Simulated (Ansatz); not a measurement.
Lu2AlSi2:
```
Lu2AlSi2
1.0
   -1.99714     2.81334     4.19849
    1.99714    -2.81334     4.19849
    1.99714     2.81334    -4.19849
Lu Si Al
2 2 1
Direct
  0.28916   0.78916   0.50000
  0.71084   0.21084   0.50000
  0.28910   0.50000   0.78910
  0.71090   0.50000   0.21090
  0.00000   0.00000   0.00000
```

Relaxed with r²SCAN.

**Question.** Give the Bader charges and basin volumes of the independent atoms, r²SCAN in the plane-wave PAW code Ansatz.

**Answer.** 

```
atom  Bader charge (e)  Bader volume (Å³)
----  ----------------  -----------------
Lu1              +1.47               15.4
Si3              -1.91               25.1
Al5              +0.89               13.4
```

Space group Immm. The workflow started from an entry of the Crystallography Open Database (COD). Its standing as an ambient phase is unchecked. Symmetry was held in the r²SCAN relaxation; its stability against distortions is not shown here. Scalar-relativistic: spin–orbit coupling is off unless named, which matters more the heavier the elements.

Potentials: the later of the program's two PAW sets.
